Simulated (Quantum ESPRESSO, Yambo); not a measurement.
**Levels of theory for the gap of NaAlS2O8**

NaAlS2O8 (space group C2/m, No. 12): one geometry, one set of PBEsol (Quantum ESPRESSO, PseudoDojo norm-conserving, 88 Ry, without SOC) orbitals, self-energies from Yambo (2×2×2 Γ-centred k mesh, bands 2 to 222 and a 7 Ry block in the screening, 222 bands in G with the Bruneval-Gonze terminator, plasmon pole fitted at 27.2 eV).

The geometry is that of Materials Project entry mp-1210191, symmetrised and not relaxed again.

```json
[
 {"level": "PBEsol (Quantum ESPRESSO)", "gap (-0.5, -0.5, 0) → Γ (eV)": "5.53", "direct gap at Γ (eV)": "5.68", "rough Yambo cost": "–"},
 {"level": "exchange only (Hartree-Fock self-energy on PBEsol orbitals)", "gap (-0.5, -0.5, 0) → Γ (eV)": "16.29", "direct gap at Γ (eV)": "16.54", "rough Yambo cost": "about 1/10 (12 states)"},
 {"level": "static COHSEX@PBEsol", "gap (-0.5, -0.5, 0) → Γ (eV)": "9.63", "direct gap at Γ (eV)": "9.78", "rough Yambo cost": "within a factor of two (3 states)"},
 {"level": "G0W0@PBEsol, plasmon pole", "gap (-0.5, -0.5, 0) → Γ (eV)": "8.51", "direct gap at Γ (eV)": "8.67", "rough Yambo cost": "1 (12 states)"},
 {"level": "G0W0@PBEsol, multipole fit to 8 frequencies, no terminator", "gap (-0.5, -0.5, 0) → Γ (eV)": "8.41", "direct gap at Γ (eV)": "8.56", "rough Yambo cost": "within a factor of two (3 states)"},
 {"level": "G0W0@PBEsol, plasmon pole, no terminator", "gap (-0.5, -0.5, 0) → Γ (eV)": "8.45", "direct gap at Γ (eV)": "8.61", "rough Yambo cost": "about 1/9 (3 states, screening reused)"}
]
```

Bare exchange has no screening and gives the widest gap; static COHSEX screens it but leaves out the frequency dependence, which G0W0 restores.

Costs are rough ratios of core time on shared machines.

Nearest settings tried, and what they do to the gap: 147 bands in G: -7 meV; 147 bands in W, 147 bands in G: +52 meV; 6 Ry block (263 vectors against 311): -24 meV; 2×2×1 mesh: -27 meV. So the settings aren't converged at that level. The k mesh is coarse.

The structure is a Materials Project entry; no match was found in the copy of COD used, and its stability was not checked.
